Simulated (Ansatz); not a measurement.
Sb2W:
```
Sb2W
1.0
    1.68046    -6.41642     0.00000
    1.68046     6.41642     0.00000
    0.00000     0.00000     5.94383
W Sb
2 4
Direct
  0.89977   0.10023   0.49938
  0.10023   0.89977   0.99938
  0.56043   0.43957   0.36105
  0.43957   0.56043   0.86105
  0.29098   0.70902   0.21458
  0.70902   0.29098   0.71458
```

Relaxed with PBEsol. Special points in fractions of this cell's reciprocal vectors: Γ (0.000, 0.000, 0.000); Y (-0.500, 0.500, 0.000); C0 (-0.267, 0.733, 0.000); Σ0 (0.267, 0.267, 0.000); Z (0.000, 0.000, 0.500); A0 (0.267, 0.267, 0.500); E0 (-0.267, 0.733, 0.500); T (-0.500, 0.500, 0.500); S (0.000, 0.500, 0.000); R (0.000, 0.500, 0.500).

**Question.** List the band energies nearest the Fermi level at these points for the program Ansatz at the PBEsol level (PAW).

**Answer.** In eV from the Fermi level; about four levels below and three above (degenerate sets whole), none deeper than 8.9 eV; points with the same levels are listed once.

```
k                     below                above
--  -----------------------  -------------------
Γ   -1.15 -1.05 -0.95 -0.24       0.17 0.38 1.98
Y   -1.24 -0.30 -0.15 -0.13       0.13 0.52 0.54
C0  -2.76 -1.82 -1.38 -0.06       1.14 1.35 1.36
Z   -1.62 -1.62 -0.83 -0.83  0.11 0.11 0.11 0.11
A0  -2.17 -2.17 -0.95 -0.95  1.36 1.36 1.81 1.81
T   -0.42 -0.42 -0.02 -0.02  2.43 2.43 3.19 3.19
S   -2.54 -2.52 -1.02 -0.10       0.73 1.46 1.91
R   -2.09 -2.09 -0.77 -0.77  0.96 0.96 2.11 2.11
```

Space group Cmc2_1. The start of the workflow was typed in or built on a structure type; neither database checked (COD, Materials Project) lists it. Its standing as an ambient phase is unchecked. Symmetry was held in the PBEsol relaxation; its stability against distortions is not shown here. No spin polarisation was allowed. The volume moved by -21 % from the start of the relaxation. Its formation energy is positive at this level, so the cell may be metastable or incomplete. Scalar-relativistic: spin–orbit coupling is off unless named, which matters more the heavier the elements.

Potentials: the later of the program's two PAW sets.
